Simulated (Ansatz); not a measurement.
The guess for YF5 was made by a generator: random cell by space group and Wyckoff sites (P6/mmm, No. 191). Its size is a rough estimate.

```xyz
6
Lattice="4.0437 0.0000 0.0000 -2.0219 3.5020 0.0000 0.0000 0.0000 6.1755" Properties=species:S:1:pos:R:3 pbc="T T T"
Y     0.0000    0.0000    0.0000
F     2.0219    0.0000    3.0877
F    -1.0109    1.7510    3.0877
F     1.0109    1.7510    3.0877
F     0.0000    0.0000    3.5625
F     0.0000    0.0000    2.6130
```

Computed with Ansatz 0.2.0, DFT PBE, scalar-relativistic, plane waves, PAW. Cutoff 420 eV, Gaussian smearing, Γ-centred meshes. Cell and atoms relax first on a coarse mesh and then on a finer one. In between, the cell is made exact in the group found at 0.06 Å. In metals the finer mesh still leaves noise of several meV/atom or more. The steps can't lower the symmetry of their start. Collinear spin is switched on along the way, since trial moments persisted in a coarse test.

A guess keeps its type if space group and coordination stay and the shape of the cell changes little (axis ratios within about 15 %, angles within 6°); the volume may change.

Q: Does it keep its structure type, or change into something else?

A: It doesn't keep its type. The symmetry stays P6/mmm (No. 191). The volume per atom grows by 146.3 %, from 14.6 to 35.9 Å³. The shortest distance goes from 0.95 Å (F–F) to 1.93 Å (Y–F). The ratio c/a of the conventional cell changes by a factor of 0.64. Counting neighbours within 15 % of an atom's shortest distance, the start has F 1/8, Y 2 and the end F 1/8, Y 2. In detail, at the end around Y lie 2 F at 1.93 Å; around F on a site of symmetry mmm lie 4 F at 3.18 Å and 4 F at 3.38 Å (long against covalent radii, as for large ions); F on a site of symmetry 6mm is surrounded by 1 Y at 1.93 Å, 1 F at 2.31 Å and 6 F at 3.38 Å.

```cif
data_structure
_symmetry_space_group_name_H-M 'P 1'
_symmetry_Int_Tables_number 1
_cell_length_a 6.3524
_cell_length_b 6.3524
_cell_length_c 6.1626
_cell_angle_alpha 90.000
_cell_angle_beta 90.000
_cell_angle_gamma 120.000
_cell_volume 215.36
loop_
_atom_site_label
_atom_site_type_symbol
_atom_site_fract_x
_atom_site_fract_y
_atom_site_fract_z
_atom_site_occupancy
Y1 Y 0.00000 0.00000 0.00000 1
F1 F 0.50000 0.00000 0.50000 1
F2 F 0.00000 0.50000 0.50000 1
F3 F 0.50000 0.50000 0.50000 1
F4 F 0.00000 0.00000 0.68727 1
F5 F 0.00000 0.00000 0.31273 1
```

The zero of energy is the elements' standard structures at the same level (F₂ as a molecule); no fitted shifts are applied.

Q: At what energy does it end?

A: −1.23 eV/atom.

The last run used collinear spin, a 6×6×6 mesh for its 6-atom cell and Gaussian smearing of 0.10 eV. Weakly bound directions are ill-defined at this level, which has no dispersion term. The magnetic state reached may not be the lowest. Symmetry constrained the relaxation, so the result can be a saddle point. Another cell of YF5 relaxed alike, in P6/mmm, lies 1.15 eV/atom lower, so this cell isn't the stable form at this level.

In counts of neighbours, a slash parts the counts of unlike sites.
